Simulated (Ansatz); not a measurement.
Given:

HfB:
Space group Fm-3m (No. 225); a = 4.8336 Å, b = 4.8336 Å, c = 4.8336 Å, α = 90.00°, β = 90.00°, γ = 90.00°

```
atom  site  symmetry       x       y       z
----  ----  --------  ------  ------  ------
Hf      4b      m-3m  0.5000  0.5000  0.5000
B       4a      m-3m  0.0000  0.0000  0.0000
```
(The calculation used a cell of 2 atoms; values per cell refer to that cell.)

This is the PBE-relaxed structure.

**Question.** All from plane-wave PAW PBE (Ansatz code), unless another level is named. Predict the electronic character.

**Answer.** metallic (no gap).

**Question.** What about the density of states at the Fermi level?

**Answer.** 0.55 states/eV per atom (mean over ±0.08 eV).

**Question.** What about the formation energy from the elements (no fitted shifts)?

**Answer.** -40 kJ/mol-atom.

The workflow started from an entry of the Crystallography Open Database (COD). Its standing as an ambient phase is unchecked. The cell was relaxed with PBE under the symmetry of its start; whether a distortion lowers the energy is not shown. The run is not spin-polarised. The references are the lowest solids computed at this level, not always the standard phases. Scalar-relativistic: spin–orbit coupling is off unless named, which matters more the heavier the elements.

Potentials: the later of the program's two PAW sets.
